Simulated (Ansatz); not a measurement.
**TiO: a fit and a missing row**

TiO, P6_3/mmc, a = 2.819 Å, c = 5.456 Å. This isn't the usual stable structure of the compound. Ansatz: PBEsol, PAW, 420 eV, Γ-centred 18×18×8 mesh on 4 atoms, Gaussian smearing 0.10 eV; no spin polarisation. Shape and atoms are relaxed at each volume; pressure is positive in compression.

```
V (Å³/atom) P (GPa)
      8.260    42.70
      8.541    29.28
      8.823    17.90
      9.105     8.23
      9.386    -0.01
      9.668    -7.01
      9.949        ?
     10.325   -19.56
```

Task: Take V0 = 9.386 Å³/atom, count pressures from its P0 = -0.01 GPa, fit the third-order Birch–Murnaghan form to the other rows, and predict the missing pressure.

Result: With the Eulerian strain f = ½[(V0/V)^(2/3) − 1] and y = (P − P0)/[3f(1 + 2f)^(5/2)], the form is the line y = B0 + 1.5 B0 (B0′ − 4) f. Rows (f, y): 0.04447, 258.7; 0.03246, 257.0; 0.02105, 255.8; 0.01024, 255.0; -0.00977, 250.9; -0.03079, 248.1. Means f = 0.01128, y = 254.25; Σ(Δf)² = 0.003860, ΣΔfΔy = 0.5496; the slope is their ratio. y = 252.6 + 142.4 f GPa, so B0 = 252.6 GPa and B0′ = 4 + 2 × (142.4)/(3 × 252.6) = 4.38. At V = 9.949, f = -0.01905, y = 249.89 and P = -12.97 GPa. The run gave -12.98 GPa, so the fit is 0.01 GPa too high, within the rms miss on the fitted rows (0.02 GPa).

Spin polarisation was left out, and a magnetic state may lie lower.